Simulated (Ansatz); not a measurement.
GeP$_{3}$ (space group R-3m)

```
GeP3
1.0
    3.50406     2.02307     3.12976
   -3.50406     2.02307     3.12976
    0.00000    -4.04614     3.12976
Ge P
2 6
Direct
  0.73657   0.73657   0.73657
  0.26343   0.26343   0.26343
  0.21835   0.21835   0.74246
  0.78165   0.78165   0.25754
  0.74246   0.21835   0.21835
  0.25754   0.78165   0.78165
  0.21835   0.74246   0.21835
  0.78165   0.25754   0.78165
```

The slice is a (-1 0 1 2) plane (indices of the conventional cell) through the point (0.743, 0.218, 0.218) (fractional), spanned by u = [100] and v = [0 1 -1] in vectors of this cell: u (5.12 Å) and v (7.01 Å, at 90° to u). It covers one period; positions are fractions (u, v).

These are LDA (plane waves to 420 eV, PAW, scalar-relativistic; Ansatz, a first-principles code) values and carry that method's errors. k mesh 9×9×9. Near the nuclei the fields are pseudised (PAW); where an atom keeps semicore shells as valence, they peak there. GeP3 was relaxed with its symmetry unable to fall.

Problem. Predict the map of the electrostatic potential energy of an electron, from the cell's mean on the slice.

Solution. 
| v \ u | 0.00 | 0.15 | 0.30 | 0.45 | 0.60 | 0.75 | 0.90 |
|---|---|---|---|---|---|---|---|
| 0.96 | x | x | 5.1 | x | x | 3.5 | x |
| 0.86 | <1.0 | 6.6 | 8.8 | 3.3 | 3.0 | 8.2 | 3.8 |
| 0.75 | 8.2 | 9.2 | 10.0 | 9.4 | 9.5 | 9.9 | 8.8 |
| 0.64 | <1.0 | 6.2 | 9.2 | 5.1 | 5.1 | 8.5 | 2.9 |
| 0.54 | x | x | 6.4 | x | x | 4.3 | x |
| 0.43 | x | <1.0 | 7.3 | x | x | 5.7 | x |
| 0.32 | 5.5 | 8.2 | 9.7 | 8.1 | 8.1 | 9.4 | 6.8 |
| 0.21 | 7.8 | 9.1 | 9.8 | 8.8 | 8.9 | 9.7 | 8.6 |
| 0.11 | x | 3.0 | 7.7 | <1.0 | <1.0 | 6.8 | <1.0 |
| 0.00 | x | x | 4.6 | x | x | 2.8 | x |

Values: electrostatic potential energy of an electron, from the cell's mean, in eV. Points within 0.9 Å of a nucleus are blanked (x), as the pseudised field means little there. Values under 1 eV are set to 1. The zero, the cell's mean, hangs on the PAW cores.
